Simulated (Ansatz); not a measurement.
C:
```
C
1.0
   -2.42920     2.42920     2.42920
    2.42920    -2.42920     2.42920
    2.42920     2.42920    -2.42920
C
8
Direct
  0.32547   0.32547   0.32547
  0.00000   0.00000   0.67453
  0.00000   0.67453   0.00000
  0.67453   0.00000   0.00000
  0.00000   0.00000   0.32547
  0.67453   0.67453   0.67453
  0.00000   0.32547   0.00000
  0.32547   0.00000   0.00000
```

Relaxed with r²SCAN. Special points in fractions of this cell's reciprocal vectors: Γ (0.000, 0.000, 0.000); H (0.500, -0.500, 0.500); N (0.000, 0.000, 0.500); P (0.250, 0.250, 0.250).

Q: List the band energies nearest the valence-band maximum at these points for r²SCAN in the plane-wave PAW code Ansatz.

A: In eV from the valence-band maximum; about four levels below and three above (degenerate sets whole), none deeper than 8.9 eV; points with the same levels are listed once.

| k | below | above |
|---|---|---|
| Γ | -5.43 -5.43 -0.35 -0.35 -0.35 | 4.23 4.23 4.23 |
| H | -6.61 -6.61 -6.61 0.00 0.00 0.00 | 4.15 6.21 6.21 6.21 |
| N | -3.41 -3.20 -2.42 -2.23 | 4.15 5.72 6.24 |
| P | -3.52 -3.52 -3.52 -3.50 -3.50 -3.50 | 3.87 3.87 3.87 |

Space group Im-3m. The start of the workflow was typed in or built on a structure type; neither database checked (COD, Materials Project) lists it. It is not the phase usual at ambient conditions (space group No. 194, 227). The cell was relaxed with r²SCAN under the symmetry of its start; its stability against distortions is not shown here.

Potentials: the later of the program's two PAW sets.
